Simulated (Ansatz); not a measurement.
ZrMo:
```yaml
crystal:
  lattice:
    - [0.00000, 2.74808, 2.74808]
    - [2.74808, 0.00000, 2.74808]
    - [2.74808, 2.74808, 0.00000]
  atoms:
    - { symbol: Mo, position: [0.00000, 0.00000, 0.00000] }
    - { symbol: Zr, position: [0.50000, 0.50000, 0.50000] }
```

Relaxed with PBE. Special points in fractions of this cell's reciprocal vectors: Γ (0.000, 0.000, 0.000); X (0.500, 0.000, 0.500); U (0.625, 0.250, 0.625); K (0.375, 0.375, 0.750); L (0.500, 0.500, 0.500); W (0.500, 0.250, 0.750).

Problem. List the band energies nearest the Fermi level at these points for PBE (plane waves, PAW; program Ansatz).

Solution. In eV from the Fermi level; about four levels below and three above (degenerate sets whole), none deeper than 8.9 eV; points with the same levels are listed once.

```
k                          below                above
-  -----------------------------  -------------------
Γ  -2.63 -2.63 -2.35 -2.35 -2.35       5.10 5.10 5.10
X        -3.86 -2.43 -1.80 -1.00       0.57 1.05 1.05
U        -1.53 -1.24 -1.14 -1.03       0.54 2.35 3.27
L        -2.33 -2.15 -0.41 -0.41  0.73 0.73 0.75 0.75
W        -2.36 -2.36 -1.69 -1.51       0.31 1.08 1.34
```

Space group Fm-3m (rock salt). The start of the workflow was typed in or built on a structure type; neither database checked (COD, Materials Project) lists it. Whether it is the stable phase at ambient conditions was not checked. The PBE relaxation kept the symmetry of its start; its stability against distortions is not shown here. No spin polarisation was allowed. Its formation energy is positive at this level, so the cell may be metastable or incomplete. Spin–orbit coupling is left out wherever it is not named.

Potentials: the earlier of the program's two PAW sets.
